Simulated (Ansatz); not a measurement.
One input, then a changed one: SnTe (zincblende type)

First run: DFT, PBEsol, all-electron LAPW, scalar-relativistic (Ansatz 0.2.0).

Command: `ansatz run input.yaml --threads 1 --pin off --max-ram 2048MiB --backend cpu --events-out ev --progress --plain --runs-dir out` It took 44 s on 1 thread of Arm Neoverse V1, on a shared host, peak memory 0.41 GiB.

```yaml
crystal:
  lattice:
    - [0.0, 3.389921962, 3.389921962]
    - [3.389921962, 0.0, 3.389921962]
    - [3.389921962, 3.389921962, 0.0]
  atoms:
    - { symbol: Sn, position: [0.0, 0.0, 0.0] }
    - { symbol: Te, position: [0.25, 0.25, 0.25] }
kpoints:
  mp_grid: { grid: [12, 12, 12] }
scf:
  occupations: { method: fermi_dirac, width: 0.1 }
hamiltonian:
  xc: pbesol
  pseudopotentials: { kind: all_electron, lapw: { basis_error: 0.001 } }
output:
  forces: true
  stress: true
  eigenvalues: true
  populations: true
```

The cell comes from a relaxation on PAW files under the same functional, begun from a prototype that needn't be the stable phase.

This run: volume at 0.88 of the series' base cell.

It converges in 7 SCF iterations at a pressure of 4.21 GPa.

The input is then changed:

```diff
 scf:
-  occupations: { method: fermi_dirac, width: 0.1 }
+  occupations: { method: gaussian, width: 0.001 }
 hamiltonian:
```

What does the second run give?

It converges in 10 SCF iterations at a pressure of 4.18 GPa, free energy +7.2 meV/atom against the first run's. Results part of its log:
```
SCF 1 converged in 10 iterations: F = -352820.683064 eV  dr2 = 1.28e-8
SCF converged after 10 iterations
Free energy (F): -352820.683064 eV
Harris-Foulkes:  -352820.683064 eV  (|F-HF|=1.40e-8)
Internal energy: -352820.683060 eV  (E = F + TS)
E sigma→0 (E₀):  -352820.683062 eV
Entropy (-TS):   -0.000004 eV (-0.002 meV/atom)
Fermi energy:    8.892526 eV
--- Per-component energies (eV) ---
  E_band       = -1984.517065
  E_kinetic    = 371854.859320
  E_xc         = -9133.634127
  E_electrostatic = -715541.908253  (all electrons and nuclei)
  E_smearing   = -0.000004  (= −TS)
  E_closure    = 0.000000  (closes the sum)
  E_atoms      = -352813.230818  (free atoms, spherical and without spin; not in F)
  Σ components = -352820.683064   (vs F -352820.683064, Δ=0.00e0)
  Basis errors (estimates in eV, not in F): energy 4.3e-4 per atom: plane waves 4.0e-4 (2.3e-4 summed), levels above the bands 0.0e0, relativity 1.7e-8, radial functions 2.6e-5, core shells 7.8e-9; eigenvalues (radial functions only) 6.0e-7; not estimated: angular momenta, meshes, grids; target (lapw.basis_error) 1.0e-3; muffin-tin radii Sn 1.479 Å, Te 1.457 Å
--- Forces (eV/Å), atoms counted from 1 ---
  atom   1  Sn     0.00000000    -0.00000000    -0.00000000
  atom   2  Te    -0.00000000     0.00000000    -0.00000000
  max |Σ_I F_I| component: 8.33e-17 eV/Å
--- Stress (GPa, compression-positive) ---
        4.184568       0.000000      -0.000000
        0.000000       4.184568       0.000000
       -0.000000       0.000000       4.184568
  P = ⅓ Tr σ = 4.1846 GPa (41.846 kbar)
--- Band table (eV; the first three rows and the last of 72) ---
  k-point 0: bands = ["-150.6767", "-120.7390", "-100.7824", "-100.7824", "-100.7824", "-76.5747", "-76.5747", "-76.5747", "-28.2374", "-28.2374", "-28.2374", "-28.2306", "-28.2306", "-12.9188", "-12.9188", "-12.9188", "-12.8934", "-12.8934", "-3.7994", "4.2426", "6.4732", "6.4732", "6.4732", "9.7117", "9.7117", "9.7117", "12.7864", "15.3595"]
  k-point 1: bands = ["-150.6767", "-120.7390", "-100.7824", "-100.7824", "-100.7824", "-76.5747", "-76.5747", "-76.5747", "-28.2374", "-28.2373", "-28.2373", "-28.2306", "-28.2306", "-12.9190", "-12.9185", "-12.9185", "-12.8934", "-12.8934", "-3.7574", "3.9301", "6.4120", "6.4120", "6.6303", "9.7690", "9.8101", "9.8101", "13.0759", "15.0346"]
  k-point 2: bands = ["-150.6767", "-120.7390", "-100.7824", "-100.7824", "-100.7824", "-76.5747", "-76.5747", "-76.5747", "-28.2374", "-28.2373", "-28.2373", "-28.2306", "-28.2306", "-12.9199", "-12.9178", "-12.9178", "-12.8934", "-12.8934", "-3.6365", "3.2574", "6.2607", "6.2607", "6.8174", "10.0512", "10.0512", "10.0814", "13.7307", "14.6779"]
  k-point 71: bands = ["-150.6767", "-120.7390", "-100.7824", "-100.7824", "-100.7824", "-76.5747", "-76.5747", "-76.5747", "-28.2373", "-28.2373", "-28.2370", "-28.2306", "-28.2304", "-12.9263", "-12.9137", "-12.9111", "-12.8946", "-12.8927", "-2.6429", "0.8580", "4.5653", "4.6766", "9.1847", "10.4072", "10.9242", "11.9736", "14.6092", "15.7317"]
--- Löwdin populations: 2 sites ---
  site symbol       q [e]
     0     Sn     49.9221
     1     Te     51.9911
  spilling = 0.000850 (of n_electrons = 102.000000)
```
